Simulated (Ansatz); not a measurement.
ZrO$_{2}$:
```xyz
12
Lattice="7.6746 0.0000 0.0000 0.0000 3.4467 0.0000 0.0000 0.0000 5.4185" Properties=species:S:1:pos:R:3 pbc="T T T"
Zr     6.3752     0.8617     0.7831
Zr     1.2994     2.5850     4.6354
Zr     5.1367     2.5850     3.4924
Zr     2.5379     0.8617     1.9261
O      0.8437     0.8617     0.5857
O      6.8308     2.5850     4.8328
O      2.9936     2.5850     3.2950
O      4.6810     0.8617     2.1235
O      2.7355     2.5850     0.7040
O      4.9391     0.8617     4.7146
O      1.1018     0.8617     3.4133
O      6.5728     2.5850     2.0053
```

DFT-r²SCAN in the program Ansatz with PAW potentials gives a gap of 4.68 eV without spin–orbit coupling, maximum on the Y–Γ line, 22 % of the way from Y, minimum at Γ.

Problem. What happens when spin–orbit coupling is switched on?

Solution. The gap hardly moves, to 4.68 eV; maximum on the Y–Γ line, 22 % of the way from Y, minimum at Γ.

Problem. Give the electron effective mass with spin–orbit coupling.

Solution. 1.1, 1.5, 6.1 mₑ (principal values).

Problem. Give the hole effective mass with spin–orbit coupling.

Solution. 1.3, 3.2, 4.2 mₑ (principal values).

Space group Pnma. The first step of the workflow began from a Materials Project structure, measured or hypothetical; the Crystallography Open Database copy checked does not list it. It is not the phase usual at ambient conditions (space group No. 14). Symmetry was held in the r²SCAN relaxation; its stability against distortions is not shown here. No spin polarisation was allowed.

Potentials: the later of the program's two PAW sets.
